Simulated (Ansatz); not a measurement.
The cell below belongs to a search over invented structures; it isn't taken from experiment.

Input and command of a plane-wave DFT calculation in Ansatz:

```yaml
crystal:
  lattice:
    - [-2.30568106, 2.30568106, 5.38117211]
    - [2.30568106, -2.30568106, 5.38117211]
    - [2.30568106, 2.30568106, -5.38117211]
  atoms:
    - { symbol: Li, position: [0.5, 0.5, 0.0] }
    - { symbol: La, position: [0.25, 0.75, 0.5] }
    - { symbol: Cd, position: [0.0, 0.0, 0.0] }
    - { symbol: As, position: [0.84680538, 0.34680538, 0.5] }
    - { symbol: As, position: [0.65319462, 0.15319462, 0.5] }
basis:
  ecutwfc: 420
kpoints:
  mp_grid: { grid: [5, 5, 5] }
hamiltonian:
  xc: pbe
scf:
  occupations: { method: gaussian, width: 0.2 }
  lower_state_search: "off"
output:
  forces: true
  stress: true
  eigenvalues: true
relax:
  adjacent_minimum: "off"
  f_tol: 0.08
  max_steps: 16
  cell: { stress_tol: 0.8 }
```

```bash
ansatz run input.yaml --threads 1 --pin off --max-ram 2560MiB --backend cpu --events-out ev --progress --plain --runs-dir out
```

Processor: Intel(R) Xeon(R) Processor @ 2.70GHz, 1 thread, on a host shared with other jobs.

Problem. Estimate time, memory and problem size.

Solution. About 2.5 min, peak memory 0.49 GiB. It solves 39 bands at 18 k points (after reduction by symmetry) with about 2137 plane waves (on the last cell), in 65 SCF iterations over 10 ionic steps.
